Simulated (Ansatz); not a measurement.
This Ga₃Sb₂As structure is the end of a relaxation. The cell was found from a structure generator's guess, not taken from experiment.

Method: DFT PBE, scalar-relativistic, plane waves, PAW in Ansatz. Cutoff 420 eV, Γ-centred mesh, Gaussian smearing, no spin polarisation.

```cif
data_structure
_symmetry_space_group_name_H-M 'P 1'
_symmetry_Int_Tables_number 1
_cell_length_a 9.5823
_cell_length_b 9.5823
_cell_length_c 9.5823
_cell_angle_alpha 154.149
_cell_angle_beta 154.149
_cell_angle_gamma 36.882
_cell_volume 167.05
loop_
_atom_site_label
_atom_site_type_symbol
_atom_site_fract_x
_atom_site_fract_y
_atom_site_fract_z
_atom_site_occupancy
Ga1 Ga 0.82596 0.82596 0.00000 1
Ga2 Ga 0.50000 0.50000 0.00000 1
Ga3 Ga 0.17404 0.17404 0.00000 1
Sb1 Sb 0.41306 0.91306 0.50000 1
Sb2 Sb 0.08694 0.58694 0.50000 1
As1 As 0.75000 0.25000 0.50000 1
```

Energies over the elements count from the elements' standard structures at the same level, with no fitted energy shifts.

(1) Find its symmetry and describe it.

(2) What is its formation energy per atom?

(3) Is it a metal?

Results:

(1) I-4m2 (No. 119), with Sb and As ordered on zinc blende sites. Conventional cell: a = 4.287 Å, c = 18.181 Å. Ga on a site of symmetry 2mm has 2 As at 2.55 Å and 2 Sb at 2.66 Å; Ga on a site of symmetry -4m2 is surrounded by 4 Sb at 2.66 Å; Sb has 4 Ga at 2.66 Å; around As lie 4 Ga at 2.55 Å.

(2) −0.20 eV/atom. It lies below the elements, which doesn't yet make it stable against other compounds or structures.

(3) There is no gap on the 12×12×12 mesh, but valence and conduction bands meet within 0.015 eV, so at this level it has a zero gap rather than a metal's Fermi surface.

The last run used a 12×12×12 mesh for its 6-atom cell and Gaussian smearing of 0.10 eV. These runs have no spin–orbit coupling, which can matter for Sb. The zero gap may come from the functional, which often closes small gaps. The reference form of As is held partly by dispersion forces, which this level lacks. Symmetry constrained the relaxation, so the result can be a saddle point.
